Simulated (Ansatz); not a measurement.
ZrO2 (tetragonal-ZrO2 type, space group P4_2/nmc)

```yaml
crystal:
  lattice:
    - [3.58448, 0.00000, 0.00000]
    - [0.00000, 3.58448, 0.00000]
    - [0.00000, 0.00000, 5.17719]
  atoms:
    - { symbol: Zr, position: [0.00000, 0.00000, 0.00000] }
    - { symbol: Zr, position: [0.50000, 0.50000, 0.50000] }
    - { symbol: O, position: [0.00000, 0.50000, 0.20147] }
    - { symbol: O, position: [0.00000, 0.50000, 0.70147] }
    - { symbol: O, position: [0.50000, 0.00000, 0.29853] }
    - { symbol: O, position: [0.50000, 0.00000, 0.79853] }
```

The slice is a (0 -1 1) plane (indices of the conventional cell) through the point (0.000, 0.500, 0.702) (fractional), spanned by u = [100] and v = [011] in vectors of this cell: u (3.58 Å) and v (6.30 Å, at 90° to u). It covers one period; positions are fractions (u, v).

Method: PBEsol (plane waves to 420 eV, PAW, scalar-relativistic; Ansatz, an electronic-structure program). k mesh 9×9×7. Inside the PAW spheres the values are not all-electron values, and peaks at nuclei hang on which shells count as valence. This is a high-temperature form of ZrO2. ZrO2 is run without spin polarisation. ZrO2 was relaxed with its symmetry unable to fall.

Problem. Sketch the density of the highest valence band (whole band, smooth part) on this plane as a map.

Solution. 
```
|75200000025|
|53100000013|
|11000000001|
|00000000000|
|00000000000|
|00000110000|
|00002332000|
|00014444100|
|00016886100|
|00014994100|
|00001221000|
|00000000000|
|00000000000|
|00000000000|
|00000000000|
|00000000000|
|11000000001|
|63100000013|
|96100000016|
|03200000023|
```
Scale: ten equal steps from 0.001 (start of '0') to 0.233 (end of '9'), in the order '0123456789'. Values: density of the highest valence band (whole band, smooth part) in e/Å³. The map has 11 points along u (one character each, u = 0 at the left) and 20 along v (v = 0 in the bottom row).
